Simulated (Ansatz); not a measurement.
**Property card for BW**

BW:
```
CELL_PARAMETERS angstrom
     -1.55994     1.55994     8.42958
      1.55994    -1.55994     8.42958
      1.55994     1.55994    -8.42958
ATOMIC_POSITIONS crystal
  B  0.40628 0.90628 0.50000
  B  0.65628 0.65628 0.00000
  B  0.34372 0.34372 0.00000
  B  0.09372 0.59372 0.50000
  W  0.55306 0.05306 0.50000
  W  0.80306 0.80306 0.00000
  W  0.19694 0.19694 0.00000
  W  0.94694 0.44694 0.50000
```

Space group I4_1/amd (No. 141); conventional cell a = 3.1199 Å, b = 3.1199 Å, c = 16.8592 Å, α = 90.00°, β = 90.00°, γ = 90.00°.

Method: PBEsol in the plane-wave PAW code Ansatz. The cell and atoms are relaxed at this level. Other levels are named where they apply.

### Cell and energy

| Item | Result |
|---|---|
| Volume per atom | 10.26 Å³ |
| Density | 15.76 g/cm³ |
| Formation energy from the elements (no fitted shifts) | -0.43 eV/atom |

### Electronic structure

| Item | Value |
|---|---|
| Electronic character | metallic (no gap) |
| Density of states at the Fermi level | 0.29 states/eV per atom (mean over ±0.08 eV) |
| Gap with spin–orbit coupling | none (metallic) |

### Mechanics

| Quantity | Value |
|---|---|
| Bulk modulus (Birch–Murnaghan fit) | 3600 kbar |
| Pressure derivative B′ | 4.2 |
| Elastic constants (relaxed ions, GPa) | C11 = 589, C12 = 245, C13 = 243, C33 = 603, C44 = 240, C66 = 270 |
| Mechanical stability | stable (all eigenvalues of C positive) |
| Hill bulk and shear moduli | 360 and 217 GPa |
| Young's modulus | 542 GPa |
| Poisson's ratio | 0.25 |
| Debye temperature from the elastic constants | 564 K |

The workflow started from a Materials Project entry (that database holds measured and hypothetical structures alike); the Crystallography Open Database files this formula in space group No. 141, but the cells were not matched. Its standing as an ambient phase is unchecked. The cell was relaxed with PBEsol under the symmetry of its start; its stability against distortions is not shown here. The run is not spin-polarised. As this level gives no gap, shear constants depend on the k-mesh and smearing (Fermi–Dirac, 0.1 eV here). The references are the lowest solids computed at this level, not always the standard phases. Spin–orbit coupling is left out wherever it is not named.

Potentials: the later of the program's two PAW sets.
